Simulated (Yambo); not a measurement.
Absorption of Na2CO3 (space group C2/m, No. 12) with and without the electron-hole interaction (Yambo, PBEsol bands; 4×4×4 mesh, 15 valence and 9 conduction bands, static screening with 89 bands and a 3 Ry block, scissor 2.97 eV, Tamm-Dancoff; field along x). Axes are Cartesian, with cell vectors (Å) (4.39, -2.63, 0.00), (4.39, 2.63, 0.00), (-1.35, 0.00, 5.77).

```json
[
 {"E (eV)": "3.31", "Im ε, BSE": "0.02", "Im ε, independent quasiparticles": "0.01"},
 {"E (eV)": "3.41", "Im ε, BSE": "0.03", "Im ε, independent quasiparticles": "0.01"},
 {"E (eV)": "3.51", "Im ε, BSE": "0.03", "Im ε, independent quasiparticles": "0.01"},
 {"E (eV)": "3.61", "Im ε, BSE": "0.03", "Im ε, independent quasiparticles": "0.01"},
 {"E (eV)": "3.71", "Im ε, BSE": "0.03", "Im ε, independent quasiparticles": "0.01"},
 {"E (eV)": "3.81", "Im ε, BSE": "0.03", "Im ε, independent quasiparticles": "0.01"},
 {"E (eV)": "3.91", "Im ε, BSE": "0.03", "Im ε, independent quasiparticles": "0.01"},
 {"E (eV)": "4.01", "Im ε, BSE": "0.03", "Im ε, independent quasiparticles": "0.01"},
 {"E (eV)": "4.11", "Im ε, BSE": "0.04", "Im ε, independent quasiparticles": "0.01"},
 {"E (eV)": "4.21", "Im ε, BSE": "0.04", "Im ε, independent quasiparticles": "0.01"},
 {"E (eV)": "4.31", "Im ε, BSE": "0.04", "Im ε, independent quasiparticles": "0.01"},
 {"E (eV)": "4.42", "Im ε, BSE": "0.04", "Im ε, independent quasiparticles": "0.01"},
 {"E (eV)": "4.52", "Im ε, BSE": "0.05", "Im ε, independent quasiparticles": "0.02"},
 {"E (eV)": "4.62", "Im ε, BSE": "0.05", "Im ε, independent quasiparticles": "0.02"},
 {"E (eV)": "4.72", "Im ε, BSE": "0.05", "Im ε, independent quasiparticles": "0.02"},
 {"E (eV)": "4.82", "Im ε, BSE": "0.06", "Im ε, independent quasiparticles": "0.02"},
 {"E (eV)": "4.92", "Im ε, BSE": "0.06", "Im ε, independent quasiparticles": "0.02"},
 {"E (eV)": "5.02", "Im ε, BSE": "0.07", "Im ε, independent quasiparticles": "0.02"},
 {"E (eV)": "5.12", "Im ε, BSE": "0.07", "Im ε, independent quasiparticles": "0.02"},
 {"E (eV)": "5.22", "Im ε, BSE": "0.08", "Im ε, independent quasiparticles": "0.02"},
 {"E (eV)": "5.32", "Im ε, BSE": "0.08", "Im ε, independent quasiparticles": "0.02"},
 {"E (eV)": "5.42", "Im ε, BSE": "0.09", "Im ε, independent quasiparticles": "0.02"},
 {"E (eV)": "5.52", "Im ε, BSE": "0.10", "Im ε, independent quasiparticles": "0.02"},
 {"E (eV)": "5.62", "Im ε, BSE": "0.11", "Im ε, independent quasiparticles": "0.02"},
 {"E (eV)": "5.72", "Im ε, BSE": "0.13", "Im ε, independent quasiparticles": "0.02"},
 {"E (eV)": "5.82", "Im ε, BSE": "0.14", "Im ε, independent quasiparticles": "0.02"},
 {"E (eV)": "5.92", "Im ε, BSE": "0.16", "Im ε, independent quasiparticles": "0.03"},
 {"E (eV)": "6.02", "Im ε, BSE": "0.19", "Im ε, independent quasiparticles": "0.03"},
 {"E (eV)": "6.12", "Im ε, BSE": "0.22", "Im ε, independent quasiparticles": "0.03"},
 {"E (eV)": "6.22", "Im ε, BSE": "0.26", "Im ε, independent quasiparticles": "0.03"},
 {"E (eV)": "6.32", "Im ε, BSE": "0.30", "Im ε, independent quasiparticles": "0.03"},
 {"E (eV)": "6.42", "Im ε, BSE": "0.37", "Im ε, independent quasiparticles": "0.03"},
 {"E (eV)": "6.52", "Im ε, BSE": "0.48", "Im ε, independent quasiparticles": "0.03"},
 {"E (eV)": "6.62", "Im ε, BSE": "0.63", "Im ε, independent quasiparticles": "0.04"},
 {"E (eV)": "6.72", "Im ε, BSE": "0.91", "Im ε, independent quasiparticles": "0.04"},
 {"E (eV)": "6.82", "Im ε, BSE": "1.41", "Im ε, independent quasiparticles": "0.04"},
 {"E (eV)": "6.92", "Im ε, BSE": "2.17", "Im ε, independent quasiparticles": "0.04"},
 {"E (eV)": "7.02", "Im ε, BSE": "2.77", "Im ε, independent quasiparticles": "0.05"},
 {"E (eV)": "7.12", "Im ε, BSE": "3.91", "Im ε, independent quasiparticles": "0.05"},
 {"E (eV)": "7.22", "Im ε, BSE": "5.33", "Im ε, independent quasiparticles": "0.05"},
 {"E (eV)": "7.32", "Im ε, BSE": "5.67", "Im ε, independent quasiparticles": "0.06"},
 {"E (eV)": "7.43", "Im ε, BSE": "6.47", "Im ε, independent quasiparticles": "0.06"},
 {"E (eV)": "7.53", "Im ε, BSE": "7.64", "Im ε, independent quasiparticles": "0.07"},
 {"E (eV)": "7.63", "Im ε, BSE": "7.12", "Im ε, independent quasiparticles": "0.08"},
 {"E (eV)": "7.73", "Im ε, BSE": "4.74", "Im ε, independent quasiparticles": "0.09"},
 {"E (eV)": "7.83", "Im ε, BSE": "3.01", "Im ε, independent quasiparticles": "0.10"},
 {"E (eV)": "7.93", "Im ε, BSE": "2.22", "Im ε, independent quasiparticles": "0.12"},
 {"E (eV)": "8.03", "Im ε, BSE": "1.94", "Im ε, independent quasiparticles": "0.14"},
 {"E (eV)": "8.13", "Im ε, BSE": "1.97", "Im ε, independent quasiparticles": "0.17"},
 {"E (eV)": "8.23", "Im ε, BSE": "2.09", "Im ε, independent quasiparticles": "0.18"},
 {"E (eV)": "8.33", "Im ε, BSE": "1.84", "Im ε, independent quasiparticles": "0.20"},
 {"E (eV)": "8.43", "Im ε, BSE": "1.64", "Im ε, independent quasiparticles": "0.23"},
 {"E (eV)": "8.53", "Im ε, BSE": "1.58", "Im ε, independent quasiparticles": "0.29"},
 {"E (eV)": "8.63", "Im ε, BSE": "1.31", "Im ε, independent quasiparticles": "0.36"},
 {"E (eV)": "8.73", "Im ε, BSE": "1.14", "Im ε, independent quasiparticles": "0.46"},
 {"E (eV)": "8.83", "Im ε, BSE": "1.10", "Im ε, independent quasiparticles": "0.58"},
 {"E (eV)": "8.93", "Im ε, BSE": "1.02", "Im ε, independent quasiparticles": "0.64"},
 {"E (eV)": "9.03", "Im ε, BSE": "1.00", "Im ε, independent quasiparticles": "0.66"},
 {"E (eV)": "9.13", "Im ε, BSE": "1.07", "Im ε, independent quasiparticles": "0.73"},
 {"E (eV)": "9.23", "Im ε, BSE": "1.27", "Im ε, independent quasiparticles": "0.92"},
 {"E (eV)": "9.33", "Im ε, BSE": "1.34", "Im ε, independent quasiparticles": "1.21"},
 {"E (eV)": "9.43", "Im ε, BSE": "1.45", "Im ε, independent quasiparticles": "1.57"},
 {"E (eV)": "9.53", "Im ε, BSE": "1.48", "Im ε, independent quasiparticles": "2.16"},
 {"E (eV)": "9.63", "Im ε, BSE": "1.28", "Im ε, independent quasiparticles": "2.89"},
 {"E (eV)": "9.73", "Im ε, BSE": "1.15", "Im ε, independent quasiparticles": "3.62"},
 {"E (eV)": "9.83", "Im ε, BSE": "1.10", "Im ε, independent quasiparticles": "4.40"},
 {"E (eV)": "9.93", "Im ε, BSE": "1.05", "Im ε, independent quasiparticles": "5.01"},
 {"E (eV)": "10.03", "Im ε, BSE": "1.00", "Im ε, independent quasiparticles": "5.45"},
 {"E (eV)": "10.13", "Im ε, BSE": "1.02", "Im ε, independent quasiparticles": "5.87"},
 {"E (eV)": "10.23", "Im ε, BSE": "1.11", "Im ε, independent quasiparticles": "5.91"}
]
```

The scissor comes from a G0W0 run whose convergence isn't established. Broadening 0.15 eV. The band window holds all transitions up to 13.7 eV. Fine structure above the onset can come from the mesh.

Geometry of the Materials Project entry, not relaxed at this level; primitive cell a = b = 5.1207 Å, c = 5.9217 Å, α = β = 101.29°, γ = 61.87°.
